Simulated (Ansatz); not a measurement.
Ba2YHO3 in space group Immm (No. 71; Pearson symbol oI14), PBE in the plane-wave PAW code Ansatz. The conduction-band minimum lies at R, with 2 equivalent valleys. Second derivatives d²E/dk² of the lowest band at one valley (eV·Å²), along Cartesian directions:…

```csv
direction,d²E/dk²
[100],8.234
[010],18.50
[001],1.357
[110],13.36
[101],5.739
[011],9.932
```

Problem. Find the principal effective masses, the density-of-states mass and the conductivity mass.

Solution. Off-diagonal terms follow from H_xy = H[110] − (H_xx + H_yy)/2, and m*/mₑ = 7.620 eV·Å² over each eigenvalue: 0.41, 0.91, 6.2. One valley's DOS mass (m₁m₂m₃)^(1/3) = 1.3, conductivity mass 3/(Σ 1/mᵢ) = 0.81 mₑ.

Problem. What effective density of states Nc follows at 300 K for parabolic valleys?

Solution. Nc = 2.509e19 × 2 × (1.3)^(3/2) ≈ 7.4e19 cm⁻³.

The start of the workflow was typed in or built on a structure type; neither database checked (COD, Materials Project) lists it. Its standing as an ambient phase is unchecked. The cell was relaxed with PBE under the symmetry of its start; its stability against distortions is not shown here. The run is not spin-polarised. Spin–orbit coupling is left out wherever it is not named.

Potentials: the earlier of the program's two PAW sets.

Edges and masses are those of Kohn–Sham bands, whose gap is no quasiparticle gap.
